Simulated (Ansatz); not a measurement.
## Ga3As2P: rattling a relaxed structure

It was reached by relaxing an invented guess, and it needn't be the stable form of this composition.

Level of theory: DFT PBE, scalar-relativistic, plane waves, PAW (Ansatz). Plane waves to 420 eV, a k mesh through Γ of 12×12×4 on the computed 6-atom cell and Gaussian smearing (0.02 eV); no spin polarisation.

The cell below (6 atoms, space group P3m1 (No. 156)) is relaxed within its symmetry.

```xyz
6
Lattice="4.0049 0.0000 0.0000 -2.0025 3.4684 0.0000 0.0000 0.0000 9.8152" Properties=species:S:1:pos:R:3 pbc="T T T"
Ga    0.0000    0.0000    9.7506
Ga    0.0000    2.3123    6.6093
Ga    2.0025    1.1561    3.2735
P     0.0000    2.3123    8.9972
As    2.0025    1.1561    5.7543
As    0.0000    0.0000    2.4220
```

For the test a repeat of it with 12 atoms (edges 4.00, 6.94, 9.82 Å) was strained at random (σ = 1.5 % a component), the atoms were moved at random (σ = 0.05 Å), and all was relaxed again on a coarse 4×2×2 mesh (in the run’s order of axes) with 0.10 eV smearing, with no symmetry imposed.

Question: What happens?

Answer: It returns, within 1 meV/atom of the unmoved cell on that mesh and with the same symmetry when read at 0.1 Å (P1 at 0.01 Å, so small strains and shifts remain). So it is stable against the distortions that fit this cell and that this random move excites. Modes that don't fit the cell aren't tested.
